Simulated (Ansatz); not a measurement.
Total density of states per atom from PBEsol (plane waves, PAW; program Ansatz), in 0.25 eV bins, energy from the Fermi level:

```
E (eV) | states/eV/atom
    -7.85 |  0.00
    -7.60 |  0.00
    -7.35 |  0.00
    -7.10 |  0.00
    -6.85 |  0.00
    -6.60 |  0.00
    -6.35 |  0.00
    -6.10 |  0.00
    -5.85 | # 0.05
    -5.60 | # 0.10
    -5.35 | ## 0.14
    -5.10 | ## 0.20
    -4.85 | ### 0.29
    -4.60 | ##### 0.44
    -4.35 | ###### 0.50
    -4.10 | ####### 0.61
    -3.85 | ###### 0.53
    -3.60 | ###### 0.49
    -3.35 | #### 0.36
    -3.10 | ############## 1.21
    -2.85 | ############# 1.09
    -2.60 | ############### 1.32
    -2.35 | ############## 1.24
    -2.10 | ######### 0.82
    -1.85 | ####### 0.64
    -1.60 | ###### 0.49
    -1.35 | ##### 0.39
    -1.10 | #### 0.32
    -0.85 | ### 0.27
    -0.60 | ### 0.22
    -0.35 | ## 0.15
    -0.10 | # 0.13
     0.15 | ## 0.16
     0.40 | ## 0.19
     0.65 | ### 0.25
     0.90 | #### 0.31
     1.15 | #### 0.35
     1.40 | ##### 0.40
     1.65 | ##### 0.46
     1.90 | ###### 0.52
     2.15 | ####### 0.60
     2.40 | ######## 0.72
     2.65 | ########## 0.91
     2.90 | ############### 1.28
     3.15 | ################# 1.50
     3.40 | ########## 0.89
     3.65 | ######## 0.65
     3.90 | ############################## 2.59
     4.15 | ########## 0.86
     4.40 | ### 0.29
     4.65 | #### 0.32
```

Question: Which of these materials gives this?
(A) TiC, rock salt
(B) ZrAg, rock salt
(C) NbIr, rock salt
(D) GeSe, rock salt

Answer: A, TiC, rock salt. Within 0.5 eV of the Fermi level: C 2p 49 %, Ti 3d 49 %. Projections are on Löwdin-orthogonalised atomic valence shells; empty p or d shells of many metals are not among them.

Space group Fm-3m (rock salt). Symmetry was held in the PBEsol relaxation. The run is not spin-polarised.

Potentials: the earlier of the program's two PAW sets. The files were generated under PBE; for other functionals the program regenerates the frozen cores, and for LDA and PBEsol the local potential too.
